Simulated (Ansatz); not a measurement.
CdSe:
```yaml
crystal:
  lattice:
    - [0.00000, 3.09813, 3.09813]
    - [3.09813, 0.00000, 3.09813]
    - [3.09813, 3.09813, 0.00000]
  atoms:
    - { symbol: Se, position: [0.75000, 0.75000, 0.75000] }
    - { symbol: Cd, position: [0.00000, 0.00000, 0.00000] }
```

Relaxed with PBE.

Task: Give the Bader charges and basin volumes of the independent atoms, PBE in the plane-wave PAW code Ansatz.

Result: 

```json
[
 {"atom": "Se1", "Bader charge (e)": "-0.72", "Bader volume (Å³)": "35.5"},
 {"atom": "Cd2", "Bader charge (e)": "+0.72", "Bader volume (Å³)": "24.0"}
]
```

Space group F-43m (zinc blende). The cell was relaxed with PBE under the symmetry of its start.

Potentials: the later of the program's two PAW sets.
